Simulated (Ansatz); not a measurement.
This cell of Sc (hcp, Mg type) is off equilibrium:

```
CELL_PARAMETERS angstrom
      3.24516     0.00000     0.00000
     -1.62258     2.81039     0.00000
      0.00000     0.00000     5.46527
ATOMIC_POSITIONS crystal
  Sc 0.33333 0.66667 0.75000
  Sc 0.66667 0.33333 0.25000
```

The numbers are results of r2SCAN (plane waves to 500 eV, PAW, scalar-relativistic; Ansatz, a first-principles code), not measurements. k mesh 16×16×9 (Γ-centred), Fermi-Dirac smearing 0.05 eV. E stands for the smeared free energy. Compression counts positive. With partly filled bands, the response to shear is sensitive to the k mesh, so small differences along c/a are uncertain. Sc is run without spin polarisation. Sc was relaxed with its symmetry unable to fall.

Q: What is the stress tensor (GPa)?

A: 
```
    2.3      0.0      0.0
    0.0      2.3      0.0
    0.0      0.0     -3.5
```
The pressure, a third of the trace, is 0.4 GPa.

Q: It is the relaxed cell deformed to V/V₀ = 1.000, (c/a)/(c/a)₀ = 1.080, c along z, fractional positions held. What is its energy relative to the relaxed cell?

A: 22 meV/atom.

(A scan under strain: stresses follow from slopes of the energy per volume, elastic moduli from its curvatures.)
